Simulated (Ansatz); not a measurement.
# Field gradients against strain in Bi$_{2}$Te$_{3}$

```xyz
5
Lattice="2.1930 1.2661 10.1657 -2.1930 1.2661 10.1657 0.0000 -2.5323 10.1657" Properties=species:S:1:pos:R:3 pbc="T T T"
Bi    0.0000    0.0000   12.1988
Bi    0.0000    0.0000   18.2982
Te    0.0000    0.0000    0.0000
Te    0.0000    0.0000    6.3891
Te    0.0000    0.0000   24.1079
```

Atom numbers follow the list: Bi1, Bi2, Te3, Te4, Te5.

The cell is COD entry 9011962, as deposited and not checked against the literature; nothing was relaxed.

The calculation used DFT, PBEsol, all-electron PAW with datasets made for the crystal, scalar-relativistic in Ansatz 0.2.0.

The runs use a Γ-centred 7×7×7 k mesh, Fermi–Dirac smearing of 0.08 eV, cutoff 240 eV (chosen by the program for this cell), no spin polarisation.

The strain is applied along the Cartesian axes of the cell as listed (the other components stay zero). Fractional coordinates are held (clamped ions).

The columns are Cartesian components of the electric field gradient at the nuclei, in 10²¹ V/m².

Spin–orbit coupling is left out, which moves gradients at and beside heavy atoms by some per cent and at worst by a factor of two.

Only quantities that a quadratic follows smoothly over the whole series are listed; rougher ones are left out.

```csv
εxx = εyy,Vzz at Bi1,Vzz at Te3,Vzz at Te4
-0.0300,4.04,12.55,2.93
-0.0200,3.41,11.61,2.31
-0.0100,2.84,10.68,1.71
0.0000,2.30,9.75,1.13
0.0200,1.32,7.90,0.00
0.0300,0.86,6.98,-0.54
```

Q: Fit the series and give the gradient–strain slopes.

A: Least-squares fits y = p0 + p1 x + p2 x² to the rows give Vzz at Bi1: p1 = -52.8, p2 = 170; Vzz at Te3: p1 = -92.8, p2 = 17; Vzz at Te4: p1 = -57.8, p2 = 75. The slopes p1 are in 10²¹ V/m² per unit strain, for clamped ions.

Q: One run, at εxx = εyy = 0.0100, is withheld. Predict its row.

A: The fits give 1.79, 8.82, 0.56; the run gave 1.79, 8.82, 0.56.
